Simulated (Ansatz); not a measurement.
## WC, first-principles data

WC:
```cif
data_C2W2
_chemical_formula_sum 'W2 C2'
_space_group_name_H-M_alt 'P63/mmc'
_space_group_IT_number 194
_space_group_name_Hall '-P 6c 2c'
_cell_length_a 2.91673
_cell_length_b 2.91673
_cell_length_c 5.75464
_cell_angle_alpha 90.000
_cell_angle_beta 90.000
_cell_angle_gamma 120.000
loop_
_atom_site_label
_atom_site_type_symbol
_atom_site_symmetry_multiplicity
_atom_site_Wyckoff_symbol
_atom_site_fract_x
_atom_site_fract_y
_atom_site_fract_z
_atom_site_occupancy
W1 W 2 a 0.00000 0.00000 0.00000 1
C1 C 2 c 0.33333 0.66667 0.25000 1
```

Space group P6_3/mmc (No. 194), NiAs type; conventional cell a = b = 2.9167 Å, c = 5.7546 Å, α = β = 90.00°, γ = 120.00°.

Method: PBE (plane waves, PAW; program Ansatz). Structure relaxed to zero pressure with the same functional. Other levels are named where they apply.

### Cell and energy

```yaml
volume_per_atom: 10.60 Å³
density: 15.34 g/cm³
Formation energy from the elements (no fitted shifts): 0.057 eV/atom
```

### Electronic structure

```yaml
electronic_character: metallic (no gap)
Density of states at the Fermi level: 0.31 states/eV per atom (mean over ±0.08 eV)
```

### Mechanics

```yaml
Bulk modulus (Birch–Murnaghan fit): 371 GPa
Pressure derivative B′: 4.3
```

The cell is a constructed one: a structure type filled with these elements; neither database checked (COD, Materials Project) lists it. It is not the phase usual at ambient conditions (space group No. 187). The PBE relaxation kept the symmetry of its start; its stability against distortions is not shown here. The run is not spin-polarised. The references are the lowest solids computed at this level, not always the standard phases. Spin–orbit coupling is left out wherever it is not named.

Potentials: the later of the program's two PAW sets.
